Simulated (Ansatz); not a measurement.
Method: DFT PBE, scalar-relativistic, plane waves, PAW (Ansatz 0.2.0). Settings: cutoff 420 eV, Γ-centred meshes spaced at most about 0.3 Å⁻¹, and about 0.25 Å⁻¹ or finer for metals (2π included), Gaussian smearing. No spin polarisation in the final relaxations.

Temperature and zero-point effects are left out.

Compare these two cells of Al2Si, each relaxed at this level.

A.

```
Al Si
1.0
     2.93616    0.00000    0.00000
     0.00000    2.93616    0.00000
     0.00000    0.00000   11.01373
Al Si
4 2
Direct
  0.00000 0.00000 0.82273
  0.00000 0.00000 0.17727
  0.00000 0.00000 0.50000
  0.50000 0.50000 0.00000
  0.50000 0.50000 0.33787
  0.50000 0.50000 0.66213
```

B.

```
Al Si
1.0
     2.82513    0.00000    0.00000
     0.00000    2.82513    0.00000
     0.00000    0.00000   11.80791
Al Si
4 2
Cartesian
  0.0000 0.0000 9.7638
  0.0000 0.0000 2.0441
  0.0000 0.0000 5.9040
  1.4126 1.4126 0.0000
  1.4126 1.4126 3.9800
  1.4126 1.4126 7.8280
```

Question: Which would you expect to be lower, and how large is the difference?

Answer: They are level within the accuracy (3 meV/atom apart, with B the lower in these runs). A has Al and Si ordered on fcc sites, space group P4/mmm (No. 123), 15.8 Å³/atom and no gap on its mesh; B has Al and Si ordered on fcc sites, space group P4/mmm (No. 123), 15.7 Å³/atom and no gap. Counting Si atoms around Al (those within 1.25 times the shortest such distance or 1.15 times the sum of covalent radii; the shortest distance is added where it is long for a bond; a slash parts the counts of unlike sites), A has Al 2 from 3.7 Å/4/8 from 2.7 Å and B has Al 4 from 2.8 Å/8 from 2.8 Å/2+8 from 4.0 Å. Even the lower one lies +0.14 eV/atom against the reference forms of the elements (uncorrected), so neither is stable at this level. Both come from invented guesses.

The k mesh leaves some 4 meV/atom of noise in the energy of each metallic cell. Cells relaxed within their symmetry can be saddle points. The P4/mmm cell of Al2Si came from shaking the P4/mmm one.
